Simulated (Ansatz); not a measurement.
A geometry of AlNi away from equilibrium: step 2 of the relaxation of a generated cell, AlNi placed in the AFLOW prototype AB_tP4_129_c_c (B11, as in TiCu). All values below come from r2SCAN (plane waves to 500 eV, PAW, scalar-relativistic; Ansatz, a quantum-chemistry and plane-wave program). Γ-centred k-mesh 11×11×6 on the run's cell (coarser than for final values), Fermi–Dirac smearing 0.05 eV.

```xyz
4
Lattice="2.9841 0.0000 0.0000 0.0000 2.9841 0.0000 0.0000 0.0000 5.5974" Properties=species:S:1:pos:R:3:forces:R:3 pbc="T T T" free_energy=-12772.735 pressure_GPa=-0.8
Al     1.4920     0.0000     3.6885    0.0000    0.0000    0.6476
Al     0.0000     1.4920     1.9089    0.0000    0.0000   -0.6476
Ni     1.4920     0.0000     0.6116    0.0000    0.0000    1.5558
Ni     0.0000     1.4920     4.9859    0.0000    0.0000   -1.5558
```

Positions in Å, forces in eV/Å, free energy of the cell in eV (comparable only within this code, potentials and settings). Largest force: 1.56 eV/Å, on Ni3, Ni4 (atoms numbered as listed); the geometry lies 0.09 eV/atom above the end of its relaxation.

Spin-polarised start, with parallel moments on Ni.

No spin polarisation in the result: the starting moments vanished. A magnetic state may lie lower.

The run could not lower the symmetry of its start; a shaken copy of this end point relaxes with r2SCAN to Pmmn (No. 59), 0.02 eV/atom lower.

The end of the path is a generated cell of AlNi: the first start was made by placing the elements on the sites of a structure type, and the end was not matched to a known phase here, so it may be hypothetical. Known forms of AlNi include space group No. 221.
